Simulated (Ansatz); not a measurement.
Consider the following.

TaP:
Space group I4₁md (No. 109); a = b = 3.3101 Å, c = 11.2766 Å, α = β = γ = 90.00°

```csv
atom,site,symmetry,x,y,z
Ta,4a,2mm.,0.0000,0.0000,0.9994
P,4a,2mm.,0.0000,0.0000,0.4166
```
(The calculation used a cell of 4 atoms; values per cell refer to that cell.)

This is the PBEsol-relaxed structure.

Question: All from plane-wave PAW PBEsol (Ansatz code), unless another level is named. Predict the electronic character.

Answer: no gap, with almost no states at the Fermi level (zero-gap or semimetallic).

Question: And the formation energy from the elements (no fitted shifts)?

Answer: -1.04 eV/atom.

Question: Give the gap with spin–orbit coupling.

Answer: none (metallic).

Space group I4_1md. The workflow started from a Materials Project entry (that database holds measured and hypothetical structures alike); the Crystallography Open Database copy checked does not list it. COD files the formula under space group No. 141. Its standing as an ambient phase is unchecked. The PBEsol relaxation kept the symmetry of its start; whether a distortion lowers the energy is not shown. The run is not spin-polarised. A small band overlap can be real or an error of a semilocal functional. The references are the lowest solids computed at this level, not always the standard phases. Spin–orbit coupling is left out wherever it is not named.

Potentials: the earlier of the program's two PAW sets. The files were generated under PBE; for other functionals the program regenerates the frozen cores, and for LDA and PBEsol the local potential too.
